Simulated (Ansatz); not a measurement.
TiAl3 (D022 type, space group I4/mmm)

```xyz
4
Lattice="-1.9121 1.9121 4.2803 1.9121 -1.9121 4.2803 1.9121 1.9121 -4.2803" Properties=species:S:1:pos:R:3 pbc="T T T"
Al     0.0000     0.0000     4.2803
Al     0.0000     1.9121     2.1401
Al     1.9121     0.0000     2.1401
Ti     0.0000     0.0000     0.0000
```

In this cell atom 4 (Ti, nearest neighbour Al at 2.704 Å; its periodic images, 3.8 Å or more away, move with it) is moved by u·(0.707, 0.707, 0.000) + v·(0.000, 0.000, 1.000); the rest is frozen.

The numbers are results of r2SCAN (plane waves to 500 eV, PAW, scalar-relativistic; Ansatz, an electronic-structure program), not measurements. k mesh 14×14×14 (Γ-centred), Fermi-Dirac smearing 0.05 eV. Points where atoms come too close for the PAW data are left out (x in tables, blank in figures). With partly filled bands, energies and forces of such displacements shift with the k mesh and the smearing. Fu and Fv are the components of the force on the atom. TiAl3 is run without spin polarisation. TiAl3 was relaxed with its symmetry unable to fall. 

```csv
Fv (eV/Å),u = -0.680,u = -0.453,u = -0.227,u = 0.000,u = 0.227,u = 0.453,u = 0.680
v = -0.680,x,7.47,…,6.20,…,7.47,x
v = -0.453,x,…,…,4.02,…,…,x
v = -0.227,x,2.17,2.03,1.96,2.03,2.17,x
v = 0.000,x,0.00,0.00,0.00,0.00,0.00,x
v = 0.227,x,-2.17,-2.03,-1.96,-2.03,-2.17,x
v = 0.453,x,…,…,-4.02,…,…,x
v = 0.680,x,-7.47,…,-6.20,…,-7.47,x
```

Question: Complete the blanks.

Answer: 
- v = -0.680, u = -0.227: 6.56
- v = -0.680, u = 0.227: 6.56
- v = -0.453, u = -0.453: 4.63
- v = -0.453, u = -0.227: 4.20
- v = -0.453, u = 0.227: 4.20
- v = -0.453, u = 0.453: 4.63
- v = 0.453, u = -0.453: -4.63
- v = 0.453, u = -0.227: -4.20
- v = 0.453, u = 0.227: -4.20
- v = 0.453, u = 0.453: -4.63
- v = 0.680, u = -0.227: -6.56
- v = 0.680, u = 0.227: -6.56

(For displaced atoms, the force is minus the slope of the energy, and its curvature is a force constant, which sets phonon frequencies.)
